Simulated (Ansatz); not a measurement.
The start is a relaxed Rh cell displaced along its unstable phonon at q = (½, ½, 0) of its primitive reciprocal cell (63i cm⁻¹), largest move 0.15 Å. The structure is fully relaxed (lattice and positions, P = 0) with r2SCAN (plane waves to 500 eV, PAW, scalar-relativistic; Ansatz, a program for electronic structure). The first steps use a coarse 13×13×13 k-mesh.

Initial structure:
```
CELL_PARAMETERS angstrom
      5.02458     0.00000     0.00000
      2.51229     2.51229     0.00000
      0.00000     0.00000     2.51229
ATOMIC_POSITIONS crystal
  Rh 0.00000 0.00000 0.05971
  Rh 0.50000 0.00000 0.94029
```

What is the largest force in the starting geometry, and on which atom (counted from 1)?

0.07 eV/Å, on Rh1, Rh2 (atoms numbered as listed).

By how much does the energy per atom fall from start to end?

0.57 eV/atom.

Does it find its way back to the structure it was made from?

It does not go back: it reaches I4/mmm (No. 139), AFLOW prototype A_tI2_139_a (A_a), 0.58 eV/atom below the parent.

How do the shortest distances between atoms change?

The closest pairs of elements (up to four, under 3.6 Å), start → end: Rh–Rh 2.51 → 2.66 Å.

Is the relaxed structure metallic? Give its gap.

Zero (metallic).

What does it relax into? Give the structure.


Space group I4/mmm (No. 139); a = b = 3.2549 Å, c = 2.6552 Å, α = β = γ = 90.00°

| atom | site | symmetry | x | y | z |
|---|---|---|---|---|---|
| Rh | 2a | 4/mmm | 0.0000 | 0.0000 | 0.0000 |
(The calculation used a cell of 1 atom; values per cell refer to that cell.)

Final values are on a 22×22×22 k-mesh of the relaxed cell. No spin polarisation in the result.

The run could not lose the symmetry of its start: the end is stationary, and may be a saddle point rather than a minimum.

The relaxed structure here is a generated cell of Rh: the first start was made by placing the elements on the sites of a structure type, and the end was not matched to a known phase here, so it may be hypothetical. Known forms of Rh include space group No. 225.
